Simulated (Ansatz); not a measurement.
AlPt in space group P2_13 (No. 198; Al on 4a, Pt on 4a) under volume change, plane-wave PAW PBEsol (Ansatz code), shape and atoms relaxed at each volume.

| V (Å³/atom) | E − E(relaxed) (meV/atom) | P (GPa) |
|---|---|---|
| 13.126 | 87.9 | 23.73 |
| 13.559 | 36.7 | 14.43 |
| 13.992 | 8.6 | 6.60 |
| 14.424 | 0.0 | -0.01 |
| 14.857 | 7.8 | -5.58 |
| 15.290 | 29.3 | -10.27 |
| 15.722 | 62.5 | -14.19 |

Question: What does a third-order Birch–Murnaghan fit give for V₀, B₀ and B′?

Answer: V₀ = 14.42 Å³/atom, B₀ = 202 GPa, B′ = 4.7.

The workflow started from a Materials Project entry (that database holds measured and hypothetical structures alike); the Crystallography Open Database copy checked does not list it. With Al and Pt taken as one species the cell has the higher symmetry Pa-3, so it may be an ordered model of a mixed-site phase. Whether it is the stable phase at ambient conditions was not checked. The PBEsol relaxation kept the symmetry of its start; whether a distortion lowers the energy is not shown. The run is not spin-polarised. Scalar-relativistic: spin–orbit coupling is off unless named, which matters more the heavier the elements.

Potentials: the later of the program's two PAW sets.
